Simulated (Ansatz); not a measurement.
Input:

SiB₂Mo₂:
```yaml
crystal:
  lattice:
    - [1.52263, -5.54169, 0.00000]
    - [1.52263, 5.54169, 0.00000]
    - [0.00000, 0.00000, 3.11336]
  atoms:
    - { symbol: Si, position: [0.00000, 0.00000, 0.00000] }
    - { symbol: Mo, position: [0.36343, 0.63657, 0.50000] }
    - { symbol: Mo, position: [0.63657, 0.36343, 0.50000] }
    - { symbol: B, position: [0.20687, 0.79313, 0.00000] }
    - { symbol: B, position: [0.79313, 0.20687, 0.00000] }
```

This is the PBEsol-relaxed structure.

**Question.** All from DFT-PBEsol in the program Ansatz with PAW potentials, unless another level is named. Estimate the electronic character.

**Answer.** metallic (no gap).

**Question.** Next, the density of states at the Fermi level?

**Answer.** 0.26 states/eV per atom (mean over ±0.08 eV).

**Question.** Predict the formation energy from the elements (no fitted shifts).

**Answer.** -0.43 eV/atom.

Space group Cmmm. The start of the workflow was typed in or built on a structure type; neither database checked (COD, Materials Project) lists it. Whether it is the stable phase at ambient conditions was not checked. Symmetry was held in the PBEsol relaxation; whether a distortion lowers the energy is not shown. No spin polarisation was allowed. The references are the lowest solids computed at this level, not always the standard phases. Scalar-relativistic: spin–orbit coupling is off unless named, which matters more the heavier the elements.

Potentials: the later of the program's two PAW sets.
